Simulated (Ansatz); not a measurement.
MgSe2:
```yaml
crystal:
  lattice:
    - [6.47380, 0.00000, 0.00000]
    - [0.00000, 6.47380, 0.00000]
    - [0.00000, 0.00000, 6.47380]
  atoms:
    - { symbol: Mg, position: [0.50000, 0.50000, 0.00000] }
    - { symbol: Mg, position: [0.00000, 0.50000, 0.50000] }
    - { symbol: Mg, position: [0.00000, 0.00000, 0.00000] }
    - { symbol: Mg, position: [0.50000, 0.00000, 0.50000] }
    - { symbol: Se, position: [0.10595, 0.89405, 0.39405] }
    - { symbol: Se, position: [0.89405, 0.10595, 0.60595] }
    - { symbol: Se, position: [0.39405, 0.10595, 0.89405] }
    - { symbol: Se, position: [0.60595, 0.89405, 0.10595] }
    - { symbol: Se, position: [0.60595, 0.60595, 0.60595] }
    - { symbol: Se, position: [0.39405, 0.39405, 0.39405] }
    - { symbol: Se, position: [0.89405, 0.39405, 0.10595] }
    - { symbol: Se, position: [0.10595, 0.60595, 0.89405] }
```

Relaxed with r²SCAN. Special points in fractions of this cell's reciprocal vectors: Γ (0.000, 0.000, 0.000); X (0.000, 0.500, 0.000); M (0.500, 0.500, 0.000); R (0.500, 0.500, 0.500); X1 (0.500, 0.000, 0.000).

Problem. List the band energies nearest the valence-band maximum at these points for DFT-r²SCAN in the program Ansatz with PAW potentials.

Solution. In eV from the valence-band maximum; about four levels below and three above (degenerate sets whole), none deeper than 8.9 eV; points with the same levels are listed once.

| k | below | above |
|---|---|---|
| Γ | -0.62 -0.62 -0.62 0.00 0.00 | 2.19 3.16 3.16 3.16 |
| X | -0.98 -0.98 -0.06 -0.06 | 2.36 2.36 2.45 2.45 |
| M | -0.88 -0.88 -0.88 -0.88 | 2.37 2.37 2.37 2.37 |
| R | -1.21 -1.21 -1.21 -1.21 | 2.60 2.60 2.60 2.60 |

Space group Pa-3. The first step of the workflow began from a Materials Project structure, measured or hypothetical; the Crystallography Open Database copy checked does not list it. Its standing as an ambient phase is unchecked. The r²SCAN relaxation kept the symmetry of its start; whether a distortion lowers the energy is not shown. Scalar-relativistic: spin–orbit coupling is off unless named, which matters more the heavier the elements.

Potentials: the earlier of the program's two PAW sets.
